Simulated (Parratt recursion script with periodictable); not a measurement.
# How the EUV peak of a Si/Mo multilayer on Si grows with the number of periods

| layer, from the top | thickness (Å) | density (g/cm³) | rms roughness of its top face (Å) | δ at 13.5 nm | β at 13.5 nm |
|---|---|---|---|---|---|
| Si (in each period) | 38.4 | 2.313 | 2 | 9.927 × 10⁻⁴ | 0.001813 |
| Mo (in each period) | 31.5 | 10.026 | 2 | 0.07476 | 0.006314 |
| Si (substrate) | – | 2.313 | 2 | 9.927 × 10⁻⁴ | 0.001813 |

The refractive index is n = 1 − δ + iβ; the runs take δ and β at each wavelength of the scan. Vacuum lies above.

Densities are inputs, not measurements. They were set from computed cells of the Materials Project: Si from entry mp-149 (Fd-3m, 2.313 g/cm³); Mo from entry mp-129 (Im-3m, 10.026 g/cm³). A layer's crystal structure does not enter its constants, only its composition and density.

Method: EUV and soft X-ray reflectivity, Parratt recursion, Névot-Croce roughness, Henke tables (Parratt recursion script with periodictable 1.7.1).

Light falls along the surface normal, where s and p polarisation coincide. The wavelength is scanned from 12.42 to 14.58 nm in 161 evenly spaced points, without smoothing. The peak is the highest scan point; its wavelength and height come from a parabola through R at that point and its two neighbours.

The runs differ in the number of periods N alone.

```
N    peak λ (nm)  peak R (%)
---  -----------  ----------
5         13.731           ?
15        13.565        49.7
60        13.611        72.7
100       13.612        72.8
120       13.612        72.8
```

Problem. Estimate the peak reflectivity for N = 5, trying the form R = R∞ tanh²(aN).

Solution. Take R∞ from the largest stack, 72.8 % at N = 120. For the shown row under 97 % of it, y = artanh[(R/R∞)^½] is 1.176 at N = 15, so a = 0.0784. This form gives tanh²y = 1.000 at N = 120, in keeping with the choice of R∞. At N = 5, y = 0.392 and R = 72.8 × tanh²y = 10.1 %.

The run gave 11.3 %, so the form misses by 1.2 points.
